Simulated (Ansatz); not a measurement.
Values for one crystal, relaxed and computed with the program Ansatz at the LDA level (PAW); other levels are named.

```yaml
volume_per_atom: 12.18 Å³
electronic_character: metallic (no gap)
debye_temperature_from_the_elastic_constants: 825 K
zone_centre_stability: no imaginary mode at Γ
Formation energy from the elements (no fitted shifts): -579 meV/atom
Young's modulus: 383 GPa
hill_bulk_and_shear_moduli: 195 and 163 GPa
```

### Question
Which of these materials gives this?
(A) VSi2, P6_222 (V on 3d, Si on 6j)
(B) HfSiSe, P4/nmm (Hf on 2c, Si on 2a, Se on 2c)
(C) ZrSi, Cmcm (Zr on 4c, Si on 4c)
(D) VN, rock salt

### Answer
A, VSi2, P6_222 (V on 3d, Si on 6j)

The cell was relaxed with LDA under the symmetry of its start. The run is not spin-polarised. As this level gives no gap, shear constants depend on the k-mesh and smearing (Fermi–Dirac, 0.1 eV here). The references are the lowest solids computed at this level, not always the standard phases.

Potentials: the later of the program's two PAW sets.
